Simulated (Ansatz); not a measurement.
Li:
```
CELL_PARAMETERS angstrom
     -1.73860     1.73860     1.73860
      1.73860    -1.73860     1.73860
      1.73860     1.73860    -1.73860
ATOMIC_POSITIONS crystal
  Li 0.00000 0.00000 0.00000
```

Relaxed with r²SCAN. Special points in fractions of this cell's reciprocal vectors: Γ (0.000, 0.000, 0.000); H (0.500, -0.500, 0.500); N (0.000, 0.000, 0.500); P (0.250, 0.250, 0.250).

### Question
List the band energies nearest the Fermi level at these points for DFT-r²SCAN in the program Ansatz with PAW potentials.

### Answer
In eV from the Fermi level; about four levels below and three above (degenerate sets whole), none deeper than 8.9 eV; … stands for higher levels left out; points with the same levels are listed once.

```
k  below            above
-  -----  ---------------
Γ  -3.87                …
H      –   5.97 5.97 5.97
N      –  0.31 3.35 11.21
P      –   3.61 3.61 3.61
```

Space group Im-3m (bcc (W type)). The r²SCAN relaxation kept the symmetry of its start.

Potentials: the later of the program's two PAW sets.
